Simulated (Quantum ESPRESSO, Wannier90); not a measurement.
# Tight-binding from DFT: ZrO2 (Pca2₁)

Cell from Materials Project (mp-556605), symmetrised, no further relaxation. COD (Crystallography Open Database) has the formula in 4 space groups, this one among them (matched by group alone). Level: LDA, no spin polarisation, no spin-orbit coupling; pw.x of Quantum ESPRESSO at 68 Ry with PseudoDojo potentials, 4×4×4 k-points, Wannier90. Density: 6×6×6 mesh, cold smearing 0.01 Ry.

On the energy scale of pw.x, whose zero is arbitrary, the valence-band maximum lies at 10.80 eV.

Input w.win:

```
num_bands = 32
num_wann = 32
exclude_bands = 1-16,49-96
num_iter = 1000
conv_tol = 1.0e-6
conv_window = 4
write_hr = true
write_u_matrices = true
auto_projections = true
begin unit_cell_cart
ang
    5.2834000000    0.0000000000    0.0000000000
    0.0000000000    5.0746700000    0.0000000000
    0.0000000000    0.0000000000    5.1011100000
end unit_cell_cart
begin atoms_frac
Zr   0.0302700000 -0.2664600000 -0.2509400000
Zr  -0.0302700000  0.2664600000  0.2490600000
Zr   0.4697300000 -0.2664600000  0.2490600000
Zr  -0.4697300000  0.2664600000 -0.2509400000
O    0.2298800000  0.4633000000 -0.4991600000
O   -0.2298800000 -0.4633000000  0.0008400000
O    0.2701200000  0.4633000000  0.0008400000
O   -0.2701200000 -0.4633000000 -0.4991600000
O    0.3650300000 -0.0673600000 -0.3938900000
O   -0.3650300000  0.0673600000  0.1061100000
O    0.1349700000 -0.0673600000  0.1061100000
O   -0.1349700000  0.0673600000 -0.3938900000
end atoms_frac
mp_grid = 4 4 4
begin kpoints
0.0000000000 0.0000000000 0.0000000000
0.0000000000 0.0000000000 0.2500000000
0.0000000000 0.0000000000 0.5000000000
... (61 more lines: the 4x4x4 mesh through Gamma)
end kpoints
```

Input of pw2wannier90.x that gives the overlap and projection files (equivalent; here they were cut from one run over all bands):

```
&inputpp
  outdir = './out'
  prefix = 'pwscf'
  seedname = 'w'
  write_amn = .true.
  write_mmn = .true.
  atom_proj = .true.
  atom_proj_exclude = 1 2 3 4 5 6 7 8 9 10 11 12 13 14 15 16 17 18 19 20 21 22 23 24 25 26 27 28 29 30 31 32 33 34 35 36 37 38 39 40
/
```

Output w.wout (banner and timings cut):

```
                                    ------
                                    SYSTEM
                                    ------

                              Lattice Vectors (Ang)
                    a_1     5.283400   0.000000   0.000000
                    a_2     0.000000   5.074670   0.000000
                    a_3     0.000000   0.000000   5.101110

                   Unit Cell Volume:     136.76847  (Ang^3)

                        Reciprocal-Space Vectors (Ang^-1)
                    b_1     1.189231   0.000000   0.000000
                    b_2     0.000000   1.238147   0.000000
                    b_3     0.000000   0.000000   1.231729

 *----------------------------------------------------------------------------*
 |   Site       Fractional Coordinate          Cartesian Coordinate (Ang)     |
 +----------------------------------------------------------------------------+
 | zr   1   0.03027  -0.26646  -0.25094   |    0.15993  -1.35220  -1.28007    |
 | zr   2  -0.03027   0.26646   0.24906   |   -0.15993   1.35220   1.27048    |
 | zr   3   0.46973  -0.26646   0.24906   |    2.48177  -1.35220   1.27048    |
 | zr   4  -0.46973   0.26646  -0.25094   |   -2.48177   1.35220  -1.28007    |
 | o    1   0.22988   0.46330  -0.49916   |    1.21455   2.35109  -2.54627    |
 | o    2  -0.22988  -0.46330   0.00084   |   -1.21455  -2.35109   0.00428    |
 | o    3   0.27012   0.46330   0.00084   |    1.42715   2.35109   0.00428    |
 | o    4  -0.27012  -0.46330  -0.49916   |   -1.42715  -2.35109  -2.54627    |
 | o    5   0.36503  -0.06736  -0.39389   |    1.92860  -0.34183  -2.00928    |
 | o    6  -0.36503   0.06736   0.10611   |   -1.92860   0.34183   0.54128    |
 | o    7   0.13497  -0.06736   0.10611   |    0.71310  -0.34183   0.54128    |
 | o    8  -0.13497   0.06736  -0.39389   |   -0.71310   0.34183  -2.00928    |
 *----------------------------------------------------------------------------*
                                ------------
                                K-POINT GRID
                                ------------

             Grid size =  4 x  4 x  4      Total points =   64

 *---------------------------------- MAIN ------------------------------------*
 |  Number of Wannier Functions               :                32             |
 |  Number of Objective Wannier Functions     :                32             |
 |  Number of input Bloch states              :                32             |
 |  Output verbosity (1=low, 5=high)          :                 1             |
 |  Timing Level (1=low, 5=high)              :                 1             |
 |  Optimisation (0=memory, 3=speed)          :                 3             |
 |  Length Unit                               :               Ang             |
 |  Post-processing setup (write *.nnkp)      :                 F             |
 |  Using Gamma-only branch of algorithms     :                 F             |
 *----------------------------------------------------------------------------*
 *------------------------------- WANNIERISE ---------------------------------*
 |  Total number of iterations                :              1000             |
 |  Number of CG steps before reset           :                 5             |
 |  Trial step length for line search         :             2.000             |
 |  Convergence tolerence                     :         0.100E-05             |
 |  Convergence window                        :                 4             |
 |  Iterations between writing output         :                 1             |
 |  Iterations between backing up to disk     :               100             |
 |  Write r^2_nm to file                      :                 F             |
 |  Write xyz WF centres to file              :                 F             |
 |  Write on-site energies <0n|H|0n> to file  :                 F             |
 |  Use guiding centre to control phases      :                 F             |
 |  Use phases for initial projections        :                 F             |
 *----------------------------------------------------------------------------*
 *-------------------------------- PLOTTING ----------------------------------*
 |  Plotting Hamiltonian in WF basis          :                 T             |
 *----------------------------------------------------------------------------*

 *---------------------------------- K-MESH ----------------------------------*
 +----------------------------------------------------------------------------+
 |                    Distance to Nearest-Neighbour Shells                    |
 |                    ------------------------------------                    |
 |          Shell             Distance (Ang^-1)          Multiplicity         |
 |          -----             -----------------          ------------         |
 |             1                   0.297308                      2            |
 |             2                   0.307932                      2            |
 |             3                   0.309537                      2            |
 |             4                   0.428035                      4            |
 |             5                   0.429191                      4            |
 |             6                   0.436618                      4            |
 |             7                   0.528230                      8            |
 |             8                   0.594616                      2            |
       ... (lines left out)
 +----------------------------------------------------------------------------+
 | The b-vectors are chosen automatically                                     |
 | The following shells are used:                       1,  2,  3             |
 +----------------------------------------------------------------------------+
 |                        Shell   # Nearest-Neighbours                        |
 |                        -----   --------------------                        |
 |                          1               2                                 |
 |                          2               2                                 |
 |                          3               2                                 |
 +----------------------------------------------------------------------------+
 | Completeness relation is fully satisfied [Eq. (B1), PRB 56, 12847 (1997)]  |
 +----------------------------------------------------------------------------+
 |                  b_k Vectors (Ang^-1) and Weights (Ang^2)                  |
 |                  ----------------------------------------                  |
 |            No.         b_k(x)      b_k(y)      b_k(z)        w_b           |
 |            ---        --------------------------------     --------        |
 |             1         0.297308    0.000000    0.000000     5.656623        |
 |             2        -0.297308    0.000000    0.000000     5.656623        |
 |             3         0.000000    0.000000    0.307932     5.273023        |
 |             4         0.000000    0.000000   -0.307932     5.273023        |
 |             5         0.000000    0.309537    0.000000     5.218502        |
 |             6         0.000000   -0.309537    0.000000     5.218502        |
 +----------------------------------------------------------------------------+
 |                           b_k Directions (Ang^-1)                          |
 |                           -----------------------                          |
 |            No.           x           y           z                         |
 |            ---        --------------------------------                     |
 |             1         0.297308    0.000000    0.000000                     |
 |             2         0.000000    0.000000    0.307932                     |
 |             3         0.000000    0.309537    0.000000                     |
 +----------------------------------------------------------------------------+

 Starting a new Wannier90 calculation ...

 Reading overlaps from w.mmn

 Reading projections from w.amn

 *------------------------------- WANNIERISE ---------------------------------*
 +--------------------------------------------------------------------+<-- CONV
 | Iter  Delta Spread     RMS Gradient      Spread (Ang^2)            |<-- CONV
 +--------------------------------------------------------------------+<-- CONV

 ------------------------------------------------------------------------------
 Initial State
  WF centre and spread    1  (  1.198111,  2.359780, -2.547074 )     0.82546440
  WF centre and spread    2  (  1.190381,  2.382432, -2.533043 )     1.23460696
  WF centre and spread    3  (  1.211332,  2.350778, -2.553462 )     1.24949242
  WF centre and spread    4  (  1.185682,  2.392262, -2.550373 )     1.25468726
  WF centre and spread    5  ( -1.198111, -2.359780,  0.003481 )     0.82546440
  WF centre and spread    6  ( -1.190381, -2.382432,  0.017512 )     1.23460696
  WF centre and spread    7  ( -1.211332, -2.350778, -0.002907 )     1.24949242
  WF centre and spread    8  ( -1.185682, -2.392262,  0.000182 )     1.25468726
  WF centre and spread    9  (  1.443589,  2.359780,  0.003481 )     0.82546440
  WF centre and spread   10  (  1.451319,  2.382432,  0.017512 )     1.23460696
  WF centre and spread   11  (  1.430368,  2.350778, -0.002907 )     1.24949242
  WF centre and spread   12  (  1.456018,  2.392262,  0.000182 )     1.25468726
  WF centre and spread   13  ( -1.443589, -2.359780, -2.547074 )     0.82546440
  WF centre and spread   14  ( -1.451319, -2.382432, -2.533043 )     1.23460696
  WF centre and spread   15  ( -1.430368, -2.350778, -2.553462 )     1.24949242
  WF centre and spread   16  ( -1.456018, -2.392262, -2.550373 )     1.25468726
  WF centre and spread   17  (  1.935264, -0.329134, -2.006140 )     0.80836742
  WF centre and spread   18  (  1.946804, -0.353281, -2.049268 )     1.27273123
  WF centre and spread   19  (  1.896606, -0.333673, -1.983843 )     1.21967396
  WF centre and spread   20  (  1.954595, -0.296721, -1.995238 )     1.24993956
  WF centre and spread   21  ( -1.935264,  0.329134,  0.544415 )     0.80836742
  WF centre and spread   22  ( -1.946804,  0.353281,  0.501287 )     1.27273123
  WF centre and spread   23  ( -1.896606,  0.333673,  0.566712 )     1.21967396
  WF centre and spread   24  ( -1.954595,  0.296721,  0.555317 )     1.24993956
  WF centre and spread   25  (  0.706436, -0.329134,  0.544415 )     0.80836742
  WF centre and spread   26  (  0.694896, -0.353281,  0.501287 )     1.27273123
  WF centre and spread   27  (  0.745094, -0.333673,  0.566712 )     1.21967396
  WF centre and spread   28  (  0.687105, -0.296721,  0.555317 )     1.24993956
  WF centre and spread   29  ( -0.706436,  0.329134, -2.006140 )     0.80836742
  WF centre and spread   30  ( -0.694896,  0.353281, -2.049268 )     1.27273123
  WF centre and spread   31  ( -0.745094,  0.333673, -1.983843 )     1.21967396
  WF centre and spread   32  ( -0.687105,  0.296721, -1.995238 )     1.24993956
  Sum of centres and spreads ( -0.000000, -0.000000,-32.064883 )    36.45985280

      0     0.365E+02     0.0000000000       36.4598527992  <-- CONV
        O_D=      0.0015219 O_OD=      8.8219343 O_TOT=     36.4598528 <-- SPRD
 ------------------------------------------------------------------------------
      1    -0.178E+00     0.3595306338       36.2821306381  <-- CONV
        O_D=      0.0019125 O_OD=      8.6438216 O_TOT=     36.2821306 <-- SPRD
      2    -0.402E-01     0.2817597191       36.2418829745  <-- CONV
        O_D=      0.0015202 O_OD=      8.6039662 O_TOT=     36.2418830 <-- SPRD
      3    -0.152E-01     0.1880854075       36.2267256485  <-- CONV
        O_D=      0.0013351 O_OD=      8.5889939 O_TOT=     36.2267256 <-- SPRD
      4    -0.586E-02     0.1250798771       36.2208656730  <-- CONV
        O_D=      0.0012621 O_OD=      8.5832069 O_TOT=     36.2208657 <-- SPRD
      5    -0.264E-02     0.0841924221       36.2182271182  <-- CONV
        O_D=      0.0012460 O_OD=      8.5805845 O_TOT=     36.2182271 <-- SPRD
       ... (lines left out)
    100    -0.895E-03     0.0601274507       31.5596393040  <-- CONV
        O_D=      0.0012134 O_OD=      3.9220293 O_TOT=     31.5596393 <-- SPRD
       ... (lines left out)
    200    -0.507E-02     0.0975069266       31.2492490114  <-- CONV
        O_D=      0.0015765 O_OD=      3.6112759 O_TOT=     31.2492490 <-- SPRD
       ... (lines left out)
    300    -0.294E-03     0.0275815815       31.1074331630  <-- CONV
        O_D=      0.0013773 O_OD=      3.4696592 O_TOT=     31.1074332 <-- SPRD
       ... (lines left out)
    400    -0.533E-05     0.0048126626       31.0995120216  <-- CONV
        O_D=      0.0013587 O_OD=      3.4617567 O_TOT=     31.0995120 <-- SPRD
       ... (lines left out)
    471    -0.671E-06     0.0011888111       31.0991392177  <-- CONV
        O_D=      0.0013563 O_OD=      3.4613863 O_TOT=     31.0991392 <-- SPRD
    472    -0.659E-06     0.0016946953       31.0991385583  <-- CONV
        O_D=      0.0013562 O_OD=      3.4613857 O_TOT=     31.0991386 <-- SPRD
    473    -0.770E-06     0.0011723691       31.0991377882  <-- CONV
        O_D=      0.0013563 O_OD=      3.4613849 O_TOT=     31.0991378 <-- SPRD
             <<<     Delta < 1.000E-06  over  4 iterations     >>>
             <<< Wannierisation convergence criteria satisfied >>>
 Final State
  WF centre and spread    1  (  0.925800,  2.110575, -2.785126 )     0.93082221
  WF centre and spread    2  (  0.980912,  2.622146, -2.266056 )     0.98577764
  WF centre and spread    3  (  1.482728,  2.154472, -2.348647 )     0.96731757
  WF centre and spread    4  (  1.394126,  2.598912, -2.784618 )     0.97941749
  WF centre and spread    5  ( -0.925800, -2.110575, -0.234571 )     0.93082221
  WF centre and spread    6  ( -0.980912, -2.622146,  0.284499 )     0.98577763
  WF centre and spread    7  ( -1.482728, -2.154472,  0.201908 )     0.96731756
  WF centre and spread    8  ( -1.394126, -2.598912, -0.234063 )     0.97941748
  WF centre and spread    9  (  1.715900,  2.110575, -0.234571 )     0.93082221
  WF centre and spread   10  (  1.660788,  2.622146,  0.284499 )     0.98577763
  WF centre and spread   11  (  1.158972,  2.154472,  0.201908 )     0.96731756
  WF centre and spread   12  (  1.247574,  2.598912, -0.234063 )     0.97941748
  WF centre and spread   13  ( -1.715900, -2.110575, -2.785126 )     0.93082221
  WF centre and spread   14  ( -1.660788, -2.622146, -2.266056 )     0.98577764
  WF centre and spread   15  ( -1.158972, -2.154472, -2.348647 )     0.96731756
  WF centre and spread   16  ( -1.247574, -2.598912, -2.784618 )     0.97941748
  WF centre and spread   17  (  2.033220, -0.423498, -1.892086 )     1.09979536
  WF centre and spread   18  (  2.044344, -0.507852, -2.402888 )     0.95593828
  WF centre and spread   19  (  1.550148, -0.468816, -1.865193 )     0.93364903
  WF centre and spread   20  (  2.104066,  0.092577, -1.877311 )     0.92206689
  WF centre and spread   21  ( -2.033220,  0.423498,  0.658469 )     1.09979536
  WF centre and spread   22  ( -2.044344,  0.507852,  0.147667 )     0.95593828
  WF centre and spread   23  ( -1.550148,  0.468816,  0.685362 )     0.93364903
  WF centre and spread   24  ( -2.104066, -0.092577,  0.673244 )     0.92206689
  WF centre and spread   25  (  0.608480, -0.423498,  0.658469 )     1.09979536
  WF centre and spread   26  (  0.597356, -0.507852,  0.147667 )     0.95593828
  WF centre and spread   27  (  1.091552, -0.468816,  0.685362 )     0.93364903
  WF centre and spread   28  (  0.537634,  0.092577,  0.673244 )     0.92206689
  WF centre and spread   29  ( -0.608480,  0.423498, -1.892086 )     1.09979536
  WF centre and spread   30  ( -0.597356,  0.507852, -2.402888 )     0.95593828
  WF centre and spread   31  ( -1.091552,  0.468816, -1.865193 )     0.93364903
  WF centre and spread   32  ( -0.537634, -0.092577, -1.877311 )     0.92206689
  Sum of centres and spreads ( -0.000000, -0.000000,-32.078813 )    31.09913779

         Spreads (Ang^2)       Omega I      =    27.636396605
        ================       Omega D      =     0.001356264
                               Omega OD     =     3.461384919
    Final Spread (Ang^2)       Omega Total  =    31.099137788
```
